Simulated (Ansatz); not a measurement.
# BeBrF, a known structure type with other elements, at an estimated volume

```yaml
crystal:
  lattice:
    - [3.63185, 0.00000, 0.00000]
    - [0.00000, 3.63185, 0.00000]
    - [0.00000, 0.00000, 6.97183]
  atoms:
    - { symbol: Be, position: [0.00000, 0.50000, 0.17890] }
    - { symbol: Be, position: [0.50000, 0.00000, 0.82110] }
    - { symbol: Br, position: [0.00000, 0.50000, 0.61830] }
    - { symbol: Br, position: [0.50000, 0.00000, 0.38170] }
    - { symbol: F, position: [0.00000, 0.00000, 0.00000] }
    - { symbol: F, position: [0.50000, 0.50000, 0.00000] }
```

Single point in Ansatz 0.2.0 with r2SCAN, no spin polarisation. Cutoff 500 eV, PAW datasets, 7×7×4 Γ-centred k mesh, fermi-dirac filling (width 0.1 eV).

Problem. What is the band gap?

Solution. The gap is 1.57 eV, indirect (the least direct gap found is 1.74 eV). A semilocal functional usually gives too small a gap.

Problem. Give the Bader charges.

Solution. Bader charges in e: Be +1.71, Br -0.75, F -0.96. In the mean Be gives up most and F takes most.

Problem. What does the stress say?

Solution. The pressure is -9.4 GPa (compression positive), so with the atoms held at these fractions the cell would first shrink; the forces are large, so a full relaxation may end otherwise. The principal stresses -10.1, -10.1, -8.2 GPa differ, so its shape would change too.

Problem. Which atom feels the largest force, and which way?

Solution. The largest is on Br3 (and as large on other atoms): 2.93 eV/Å, components (0.00, 0.00, 2.93). It makes 61° with the line to a nearest neighbour, Be2 at 2.93 Å.

Problem. What is the formation energy?

Solution. -0.97 eV an atom against the elements' usual phases (free molecules for gases, crystals otherwise, with no correction for O₂ or N₂), so it is bound against them; other compounds may still compete. Relaxing would lower it.

Origin: a known structure type with other elements, at an estimated volume, so it need not be a known compound. Caveats: atoms or cell far from equilibrium.
